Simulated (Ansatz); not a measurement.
AlTi$_{3}$S$_{6}$ in space group P-31m (No. 162; S on 6k, Ti on 1a, Ti on 2c, Al on 1b), PBE+D3(BJ) (plane waves, PAW; program Ansatz), all energies at zero smearing, with the estimated change up to a 700 eV cutoff added, with one set of potentials and settings (totals compare only within such a set). Cell of 10 atoms (6 S, 3 Ti, 1 Al): -13465.959 eV.

```tsv
element	reference phase	E (eV/atom)
S	Fddd, 32 atoms in the cell	-902.2562
Ti	P6/mmm, 3 atoms in the cell	-2500.3009
Al	Fm-3m, 1 atoms in the cell	-537.8444
```

Formation energy per atom, worked out: (-13465.959 − 6×(-902.2562) − 3×(-2500.3009) − 1×(-537.8444))/10 = -1.367 eV/atom (-132 kJ per mol of atoms), at 0 K, without zero-point energy or fitted corrections.

A made-up cell: these elements were put on the sites of a structure type; neither database checked (COD, Materials Project) lists it. Whether it is the stable phase at ambient conditions was not checked. The PBE+D3(BJ) relaxation kept the symmetry of its start; whether a distortion lowers the energy is not shown. No spin polarisation was allowed. The references are the lowest solids computed at this level, not always the standard phases.

Potentials: the later of the program's two PAW sets.
